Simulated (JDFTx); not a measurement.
System: HfN(100) (Fm-3m bulk; lattice of mp-2828, not re-optimised at this level), 1x1 cell of 8 atoms in 4 planes (Hf/N outermost, slab composition Hf4N4), area 10.18 Å² a face, 6.8 Å between the outermost planes in a cell 22.8 Å high; k mesh 6×6×1, Fermi width 0.01 Ha, no spin polarisation. Whether this polymorph is the ambient one wasn't checked. Neither spin polarisation nor a larger cell was tried.

Level of theory: PBE, GBRV ultrasoft potentials, plane waves to 20/100 Ha; code: JDFTx (a modified build). Vacuum. The outer atoms relax from bulk positions, keeping the cell's symmetry; the lattice is not PBE's own optimum in this code, and that strain can shift the moves by a few hundredths of an ångström. Input:

```
lattice \
  6.0287324251 0.0000000000 0.0000000000 \
  0.0000000000 6.0287324251 0.0000000000 \
  0.0000000000 0.0000000000 43.0857556415
coords-type Lattice
ion Hf 0.5000000000 0.5000000000 -0.1484118420 1
ion Hf 0.0000000000 0.0000000000 -0.0494706140 0
ion Hf 0.5000000000 0.5000000000 0.0494706140 0
ion Hf 0.0000000000 0.0000000000 0.1484118420 1
ion N 0.0000000000 0.0000000000 -0.1484118420 1
ion N 0.5000000000 0.5000000000 -0.0494706140 0
ion N 0.0000000000 0.0000000000 0.0494706140 0
ion N 0.5000000000 0.5000000000 0.1484118420 1
ion-species pseudo/hf_pbe_v1.upf
ion-species pseudo/n_pbe_v1.2.upf
elec-cutoff 20 100
elec-ex-corr gga-PBE
coulomb-interaction Slab 001
coulomb-truncation-embed 0 0 0
kpoint-folding 6 6 1
elec-smearing Fermi 0.01
lcao-params 10
elec-n-bands 48
electronic-scf nIterations 100 energyDiffThreshold 1e-07
ionic-minimize nIterations 10 energyDiffThreshold 1e-5 knormThreshold 4e-4
dump-name vac.$VAR
dump End State Ecomponents EigStats BandEigs Forces ElecDensity IonicPositions Fillings Kpoints Dtot
```

Q: How far do the free atoms of the upper face move along the normal, and how much energy is released?

A: N (atom 8) 0.08 Å, Hf (atom 4) -0.07 Å (positive: outward). The free energy falls by 0.147 eV per cell, 116 mJ/m².
